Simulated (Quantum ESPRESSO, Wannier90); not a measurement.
RbPbF₃ (cubic perovskite): Wannier90 run

```xyz
5
Lattice="4.8617 0.0000 0.0000 0.0000 4.8617 0.0000 0.0000 0.0000 4.8617" Properties=species:S:1:pos:R:3 pbc="T T T"
Rb     0.0000     0.0000     0.0000
Pb     2.4309     2.4309     2.4309
F      0.0000     2.4309     2.4309
F      2.4309     0.0000     2.4309
F      2.4309     2.4309     0.0000
```

Cell from Materials Project (mp-21043), symmetrised, no further relaxation. Not found in the COD (Crystallography Open Database) copy used; not checked further. Method: PBEsol plane waves in Quantum ESPRESSO 7.5 (PseudoDojo norm-conserving files, 68 Ry, no spin polarisation, no spin-orbit coupling), Bloch states on a 6×6×6 mesh through Γ, Wannier90 4.0.1. Density: 6×6×6 mesh, cold smearing 0.01 Ry. Spin-orbit coupling is left out although heavy elements are present.

Bands 14-22 form an isolated set from -5.04 to 0.00 eV relative to the valence-band maximum (on the path) and are turned into 9 Wannier functions by minimising the spread from the start: atomic waves F 2p.

Centres (Cartesian, Å; one of the equivalent choices) and spreads:

```json
[
 {"n": "1", "x": "0.000", "y": "2.431", "z": "2.431", "spread (Å²)": "0.725", "nearest atom": "F3"},
 {"n": "2", "x": "0.000", "y": "2.431", "z": "2.431", "spread (Å²)": "2.628", "nearest atom": "F3"},
 {"n": "3", "x": "0.000", "y": "2.431", "z": "2.431", "spread (Å²)": "0.725", "nearest atom": "F3"},
 {"n": "4", "x": "2.431", "y": "0.000", "z": "2.431", "spread (Å²)": "0.725", "nearest atom": "F4"},
 {"n": "5", "x": "2.431", "y": "0.000", "z": "2.431", "spread (Å²)": "0.725", "nearest atom": "F4"},
 {"n": "6", "x": "2.431", "y": "0.000", "z": "2.431", "spread (Å²)": "2.628", "nearest atom": "F4"},
 {"n": "7", "x": "2.431", "y": "2.431", "z": "0.000", "spread (Å²)": "2.628", "nearest atom": "F5"},
 {"n": "8", "x": "2.431", "y": "2.431", "z": "0.000", "spread (Å²)": "0.725", "nearest atom": "F5"},
 {"n": "9", "x": "2.431", "y": "2.431", "z": "0.000", "spread (Å²)": "0.725", "nearest atom": "F5"}
]
```

Ω_I = 11.58 Å², Ω_total = 12.23 Å²; the interpolated bands follow pw.x to 5.1 meV rms on the path. Only this start was tried; a symmetric start can stop on a saddle, and mixtures of these functions could lower the total by at most Ω_total − Ω_I.
